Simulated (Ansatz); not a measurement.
A geometry of Hf away from equilibrium: step 2 of the relaxation of a relaxed Hf cell, doubled along one cell vector, shaken by Gaussian noise of σ = 0.08 Å a coordinate. These are r2SCAN (plane waves to 500 eV, PAW, scalar-relativistic; Ansatz, a program for electronic structure) values and carry that method's errors. Γ-centred k-mesh 6×11×11 on the run's cell (coarser than for final values), Fermi–Dirac smearing 0.05 eV.

```
CELL_PARAMETERS angstrom
      5.76235     0.00025    -0.00010
      0.00012     2.90279     0.00207
     -0.00005     0.00207     2.89818
ATOMIC_POSITIONS crystal
  Hf 0.24127 0.59679 0.44761
  Hf 0.74077 0.40854 0.51185
```

Task: Which atoms carry the largest force, and which way does it point?

Result: 0.94 eV/Å, on Hf1, Hf2 (atoms numbered as listed); on Hf1 its components are (-0.02, 0.89, -0.31).

Task: What is the pressure?

Result: -1.5 GPa, compression positive.

No spin polarisation in the result.

The run could not lose the symmetry of its start: the end is stationary, and may be a saddle point rather than a minimum.

The end of the path is a generated cell of Hf: the first start was made by placing the elements on the sites of a structure type, and the end was not matched to a known phase here, so it may be hypothetical. Known forms of Hf include space group No. 194.
